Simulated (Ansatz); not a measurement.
Here is the system:

AlAs (zinc blende, F-43m), a = 5.629 Å, b = 5.629 Å, c = 5.629 Å, α = 90.00°, β = 90.00°, γ = 90.00°; the cell used has 2 atoms.

This is the LDA-relaxed structure.

Problem. All from the program Ansatz at the LDA level (PAW), unless another level is named. Predict the formation energy from the elements (no fitted shifts).

Solution. -0.47 eV/atom.

Problem. Next, the electron effective mass?

Solution. 0.23, 0.23, 0.82 mₑ (principal values).

Problem. Predict the hole effective mass, band 2 of 3 at the edge.

Solution. 0.48 along [100], 0.48 along [110], 1.2 along [111] (mₑ).

Problem. Give the hole effective mass, band 3 of 3 at the edge.

Solution. 0.12 along [100], 0.095 along [110], 0.089 along [111] (mₑ).

Problem. Give the weight of the conduction-edge state by species (Voronoi cells).

Solution. Al 66 %, As 34 %.

The LDA relaxation kept the symmetry of its start; phonons on a q-mesh show no instability. The references are the lowest solids computed at this level, not always the standard phases. Spin–orbit coupling is left out wherever it is not named.

Potentials: the later of the program's two PAW sets.

Edges and masses are those of Kohn–Sham bands, whose gap is no quasiparticle gap.
